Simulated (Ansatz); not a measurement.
# Two-dimensional strain map in Cs

Method: DFT PBEsol, scalar-relativistic, plane waves, PAW (Ansatz 0.2.0). Settings: plane waves to 420 eV, k-mesh 12×12×12 (Γ-centred), Gaussian smearing 0.15 eV. No spin polarisation. Energies are free energies at this smearing, counted from the undisturbed cell; pressure is positive in compression.

The starting cell (as given, not relaxed at this level; it stands at 0.0 GPa):

```xyz
1
Lattice="-3.0225 3.0225 3.0225 3.0225 -3.0225 3.0225 3.0225 3.0225 -3.0225" Properties=species:S:1:pos:R:3 pbc="T T T"
Cs    0.0000    0.0000    0.0000
```

The cell is strained by p along both x and y and by q along z, fractional coordinates fixed. Points are written (p, q).

Energy above the undisturbed cell in meV/atom (a dash: not computed):

```csv
p \ q,-0.080,-0.040,0.000,0.080
-0.080,41.2,?,16.8,4.2
0.000,?,–,0.0,5.8
0.080,8.4,–,19.0,37.9
```

(1) Fill in the withheld energies.

Results:

(1) (-0.080, -0.040): 27.2; (0.000, -0.080): 3.9.